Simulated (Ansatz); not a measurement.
BaCdSbF:
```
BaCdSbF
1.0
    4.61586     0.00000     0.00000
    0.00000     4.61586     0.00000
    0.00000     0.00000     9.79736
Ba Cd Sb F
2 2 2 2
Direct
  0.00000   0.50000   0.63945
  0.50000   0.00000   0.36055
  0.50000   0.50000   0.00000
  0.00000   0.00000   0.00000
  0.00000   0.50000   0.18535
  0.50000   0.00000   0.81465
  0.50000   0.50000   0.50000
  0.00000   0.00000   0.50000
```

Plane-wave PAW r²SCAN (Ansatz code) gives a gap of 0.59 eV without spin–orbit coupling, maximum at Γ, minimum at Γ.

Question: What happens when spin–orbit coupling is switched on?

Answer: The gap drops by 0.21 eV, to 0.38 eV; maximum at Γ, minimum at Γ.

Question: Give the electron effective mass with spin–orbit coupling.

Answer: 0.14, 0.14, 2.1 mₑ (principal values).

Question: Give the hole effective mass with spin–orbit coupling.

Answer: 0.22, 0.22, 10 mₑ (principal values).

Space group P4/nmm. The first step of the workflow began from a Materials Project structure, measured or hypothetical; the Crystallography Open Database files this formula in space group No. 129, but the cells were not matched. Whether it is the stable phase at ambient conditions was not checked. The cell was relaxed with r²SCAN under the symmetry of its start; its stability against distortions is not shown here.

Potentials: the later of the program's two PAW sets.
